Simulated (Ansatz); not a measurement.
ZnSe (zinc blende, F-43m), a = 5.567 Å, b = 5.567 Å, c = 5.567 Å, α = 90.00°, β = 90.00°, γ = 90.00°; the cell used has 2 atoms.

Relaxed with LDA.

Task: Decompose the optical modes at the zone centre into irreducible representations, and say which are infrared and Raman allowed.

Result: Point group -43m: Γ_opt = T2. Infrared: T2. Raman: T2.

Task: Assign frequencies (DFPT, DFT-LDA in the program Ansatz with PAW potentials; without the LO–TO term).

Result: T2 218 cm⁻¹.

Symmetry was held in the LDA relaxation; phonons on a q-mesh show no instability.

Potentials: the earlier of the program's two PAW sets.
